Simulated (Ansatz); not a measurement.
Cu3Si:
```xyz
4
Lattice="-1.7723 1.7723 3.5451 1.7723 -1.7723 3.5451 1.7723 1.7723 -3.5451" Properties=species:S:1:pos:R:3 pbc="T T T"
Si     0.0000     0.0000     0.0000
Cu     0.0000     1.7723     1.7726
Cu     1.7723     0.0000     1.7726
Cu     0.0000     0.0000     3.5451
```

Relaxed with LDA. Special points in fractions of this cell's reciprocal vectors: Γ (0.000, 0.000, 0.000); X (0.000, 0.000, 0.500); P (0.250, 0.250, 0.250); N (0.000, 0.500, 0.000); M (0.500, 0.500, -0.500); S (0.312, 0.688, -0.312); S0 (-0.312, 0.312, 0.312); R (-0.125, 0.125, 0.500); G (0.500, 0.500, -0.125).

Problem. List the band energies nearest the Fermi level at these points for DFT-LDA in the program Ansatz with PAW potentials.

Solution. In eV from the Fermi level; about four levels below and three above (degenerate sets whole), none deeper than 8.9 eV; points with the same levels are listed once.

```csv
k,below,above
Γ,-3.12 -3.12 -2.85 -2.37 -1.73,1.91 1.91 2.60
X,-3.00 -2.86 -2.65 -1.67,0.19 1.57 6.05
P,-2.93 -2.83 -2.00 -2.00,2.05 2.49 2.98 2.98
N,-2.74 -2.55 -0.87 -0.01,2.91 4.16 4.39
M,-2.66 -2.37 -1.82 -1.82,3.32 4.22 7.77
S,-3.22 -2.76 -2.55 -2.48,1.12 4.13 4.23
R,-2.89 -2.83 -2.66 -1.65,1.51 3.02 6.46
```

Space group I4/mmm. The workflow started from a Materials Project entry (that database holds measured and hypothetical structures alike); the Crystallography Open Database copy checked does not list it. Its standing as an ambient phase is unchecked. Symmetry was held in the LDA relaxation; whether a distortion lowers the energy is not shown. The run is not spin-polarised.

Potentials: the later of the program's two PAW sets.
